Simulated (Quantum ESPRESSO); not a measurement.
## Band energies of Lu

```
Lu
1.0
    3.51805     0.00000     0.00000
   -1.75903     3.04672     0.00000
    0.00000     0.00000     5.44608
Lu
2
Cartesian
  0.00000   2.03115   1.36152
  1.75903   1.01557   4.08456
```

PBEsol (pw.x of Quantum ESPRESSO, ONCV potentials, without SOC); path ΓMKΓALHA,LM,KH; energies in eV from the Fermi level.

| k (1/Å) | point | band 21 | band 22 | band 23 | band 24 | band 25 | band 26 | band 27 | band 28 |
|---|---|---|---|---|---|---|---|---|---|
| 0.00 | Γ | -4.75 | -4.73 | -4.73 | -2.37 | 0.74 | 2.16 | 2.16 | 2.67 |
| 0.34 |  | -4.76 | -4.75 | -4.74 | -1.74 | 0.29 | 1.10 | 2.20 | 2.68 |
| 0.80 |  | -4.76 | -4.74 | -3.15 | -1.03 | -0.65 | -0.16 | 1.76 | 1.92 |
| 1.03 | M | -4.75 | -4.74 | -2.37 | -1.38 | -0.80 | -0.38 | 1.63 | 1.79 |
| 1.27 |  | -4.75 | -4.75 | -2.08 | -1.13 | -0.75 | -0.47 | 1.56 | 1.58 |
| 1.63 | K | -4.75 | -4.75 | -1.02 | -1.02 | -0.65 | -0.64 | 1.31 | 1.31 |
| 1.73 |  | -4.75 | -4.75 | -1.43 | -0.74 | -0.65 | -0.63 | 1.27 | 1.41 |
| 2.17 |  | -4.76 | -4.75 | -3.93 | -0.65 | -0.33 | 0.02 | 1.54 | 1.70 |
| 2.60 |  | -4.76 | -4.74 | -4.73 | -2.10 | 0.55 | 1.59 | 2.40 | 2.60 |
| 2.82 | Γ | -4.75 | -4.73 | -4.73 | -2.37 | 0.74 | 2.16 | 2.16 | 2.67 |
| 2.93 |  | -4.75 | -4.73 | -4.73 | -2.46 | 0.71 | 2.10 | 2.10 | 2.59 |
| 3.39 | A | -4.73 | -4.73 | -4.34 | -4.34 | 1.26 | 1.26 | 2.04 | 2.04 |
| 3.81 |  | -4.75 | -4.75 | -3.56 | -3.56 | 0.71 | 0.71 | 1.67 | 1.67 |
| 4.22 |  | -4.75 | -4.75 | -2.28 | -2.28 | 0.15 | 0.15 | 1.37 | 1.37 |
| 4.43 | L | -4.75 | -4.75 | -2.10 | -2.10 | 0.12 | 0.12 | 1.38 | 1.38 |
| 4.62 |  | -4.75 | -4.75 | -1.88 | -1.88 | 0.19 | 0.19 | 1.01 | 1.01 |
| 5.02 | H | -4.75 | -4.75 | -0.61 | -0.61 | -0.45 | -0.45 | 0.37 | 0.37 |
| 5.30 |  | -4.75 | -4.75 | -1.58 | -1.58 | 0.10 | 0.10 | 0.70 | 0.70 |
| 5.66 |  | -4.75 | -4.75 | -3.05 | -3.05 | 0.47 | 0.47 | 1.42 | 1.42 |
| 6.03 |  | -4.74 | -4.74 | -4.17 | -4.17 | 1.13 | 1.13 | 1.95 | 1.95 |
| 6.21 | A | -4.73 | -4.73 | -4.34 | -4.34 | 1.26 | 1.26 | 2.04 | 2.04 |
| 6.21 | L | -4.75 | -4.75 | -2.10 | -2.10 | 0.12 | 0.12 | 1.38 | 1.38 |
| 6.31 |  | -4.75 | -4.75 | -2.24 | -1.93 | 0.03 | 0.06 | 1.39 | 1.50 |
| 6.69 |  | -4.75 | -4.74 | -2.38 | -1.40 | -0.74 | -0.38 | 1.62 | 1.84 |
| 6.79 | M | -4.75 | -4.74 | -2.37 | -1.38 | -0.80 | -0.38 | 1.63 | 1.79 |
| 6.79 | K | -4.75 | -4.75 | -1.02 | -1.02 | -0.65 | -0.64 | 1.31 | 1.31 |
| 6.98 |  | -4.75 | -4.75 | -0.95 | -0.95 | -0.60 | -0.59 | 1.07 | 1.07 |
| 7.36 | H | -4.75 | -4.75 | -0.61 | -0.61 | -0.45 | -0.45 | 0.37 | 0.37 |

A metal at this level: along this path bands 25, 26 cross the Fermi level.

The 4f states are in the valence at their DFT position.

Geometry of the Materials Project entry, not relaxed at this level.
